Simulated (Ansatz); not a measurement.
Zone-centre phonons of Rh at 11 GPa: input and output

Theory: DFT PBEsol, scalar-relativistic, plane waves, PAW (Ansatz).

Launched with:
```bash
ansatz run input.yaml --threads 1 --pin off --max-ram 3072MiB --backend cpu --events-out ev --progress --plain --runs-dir out
```

Input (bare energies are in eV):
```yaml
crystal:
  lattice:
    - [2.6480808845, 0.0, 0.0]
    - [-1.3240404423, 2.2933053172, 0.0]
    - [0.0, 0.0, 8.6330420857]
  atoms:
    - { symbol: Rh, position: [0.0, 0.0, 0.0] }
    - { symbol: Rh, position: [0.3333333333, 0.6666666667, 0.25] }
    - { symbol: Rh, position: [0.0, 0.0, 0.5] }
    - { symbol: Rh, position: [0.6666666667, 0.3333333333, 0.75] }
basis:
  ecutwfc: 420
kpoints:
  mp_grid: { grid: [18, 18, 6] }
hamiltonian:
  xc: pbesol
scf:
  occupations: { method: fermi_dirac, width: 0.15 }
output:
  eigenvalues: true
phonons:
  method: dfpt
  eigenvectors: true
```

The end of the output:
```
--- Phonons (Γ-DFPT): 4 representative perturbations + reference, on 524 of 1944 k-points (Σ response iterations 37) ---
  k mesh reduced under 2 symmetry operations, with k and −k counted as one. Each operation leaves every solved perturbation unchanged. A smaller set is not used because it would not reduce the number of displacements ...
  ASR residual: 3.666e-4 → 0.000e0 eV/Å²; symmetrization residual: 9.338e-6 eV/Å²
  ASR residual per site (eV/Å²): 3.67e-4 3.05e-4 3.67e-4 3.05e-4
  Γ frequencies (cm⁻¹): 0.00 0.00 0.00 98.12 98.12 120.25 120.25 152.41 152.41 213.69 214.41 273.64
  non-analytic LO–TO correction: not included (Born effective charges unavailable; polar crystals: no LO–TO splitting at Γ)
```

The run took 8.1 min on 1 thread of Intel(R) Xeon(R) 6975P-C (Granite Rapids) (shared host), peak memory 2.4 GiB.

In a metal, frequencies and elastic constants depend on the k mesh and the smearing, soft modes and shear constants most. Other phases may be more stable at this pressure.

This form isn't the element's structure at ambient conditions.